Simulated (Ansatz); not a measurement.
NiRuN$_{2}$:
```xyz
4
Lattice="1.4082 0.8130 6.1055 -1.4082 0.8130 6.1055 0.0000 -1.6261 6.1055" Properties=species:S:1:pos:R:3 pbc="T T T"
Ru     0.0000     0.0000     9.1582
Ni     0.0000     0.0000     0.0000
N      0.0000     0.0000    16.5251
N      0.0000     0.0000     1.7912
```

Relaxed with PBE. Special points in fractions of this cell's reciprocal vectors: Γ (0.000, 0.000, 0.000); T (0.500, 0.500, 0.500); H2 (0.822, 0.178, 0.500); H0 (0.500, -0.178, 0.178); L (0.500, 0.000, 0.000); S0 (0.339, -0.339, 0.000); S2 (0.661, 0.000, 0.339); F (0.500, 0.000, 0.500).

Problem. List the band energies nearest the Fermi level at these points for PBE in the plane-wave PAW code Ansatz.

Solution. In eV from the Fermi level; about four levels below and three above (degenerate sets whole), none deeper than 8.9 eV; … stands for higher levels left out; points with the same levels are listed once.

```
k                           below                above
--  -----------------------------  -------------------
Γ         -1.28 -1.28 -0.75 -0.75          3.84 3.84 …
T   -2.00 -2.00 -1.32 -1.32 -0.96  0.44 0.44 3.35 3.35
H2        -1.37 -1.02 -0.63 -0.32       0.38 1.00 3.52
L         -1.03 -0.37 -0.13 -0.12       0.62 0.67 3.34
S0        -1.35 -0.94 -0.80 -0.17       0.34 1.00 3.57
F         -1.62 -1.53 -0.37 -0.13       0.33 1.31 3.53
```

Space group R-3m. The start of the workflow was typed in or built on a structure type; neither database checked (COD, Materials Project) lists it. Whether it is the stable phase at ambient conditions was not checked. The PBE relaxation kept the symmetry of its start; its stability against distortions is not shown here. The workflow began spin-polarised and lost its moments. Its formation energy is positive at this level, so the cell may be metastable or incomplete. Spin–orbit coupling is left out wherever it is not named.

Potentials: the later of the program's two PAW sets.
